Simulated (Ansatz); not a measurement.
ZnAgF$_{3}$ (cubic perovskite, space group No. 221), a = 3.9845 Å, b = 3.9845 Å, c = 3.9845 Å, α = 90.00°, β = 90.00°, γ = 90.00°.

Relaxed with r²SCAN. r²SCAN in the plane-wave PAW code Ansatz gives a gap of 2.04 eV.

Task: What gap does HSE06 give on the same cell (Ansatz, PAW)?

Result: 3.81 eV, 1.77 eV more. The hybrid was solved on a coarser mesh and at special points; its gap is the smallest among all of these.

| k | v1 r²SCAN | c1 r²SCAN | v1 HSE06 | c1 HSE06 |
|---|---|---|---|---|
| Γ | -0.88 | 2.04 | -0.76 | 3.81 |
| R | 0.00 | 5.27 | [?] | [?] |
| M | 0.00 | 5.94 | [?] | [?] |
| X | -0.38 | 5.02 | [?] | [?] |

Task: Top valence (v1) and lowest conduction level (c1) in eV from each method's valence maximum (which need not be a listed point): supply the withheld HSE06 values.

Result: 
- R, v1 HSE06: 0.00
- R, c1 HSE06: 7.17
- X, v1 HSE06: -0.18
- X, c1 HSE06: 6.87
- M, v1 HSE06: 0.00
- M, c1 HSE06: 7.87

Cost on shared cores: the r²SCAN run (SCF on a 7×7×7 mesh, then bands and DOS) around 50 core-seconds (rough), the HSE06 run (SCF on 4×4×4, then a few points) about 110 core-seconds (a rough figure); the tasks are unlike.

Space group Pm-3m (cubic perovskite). The workflow started from an entry of the Crystallography Open Database (COD). Its standing as an ambient phase is unchecked. The cell was relaxed with r²SCAN under the symmetry of its start; its stability against distortions is not shown here. No spin polarisation was allowed. Spin–orbit coupling is left out wherever it is not named.

Potentials: the later of the program's two PAW sets.
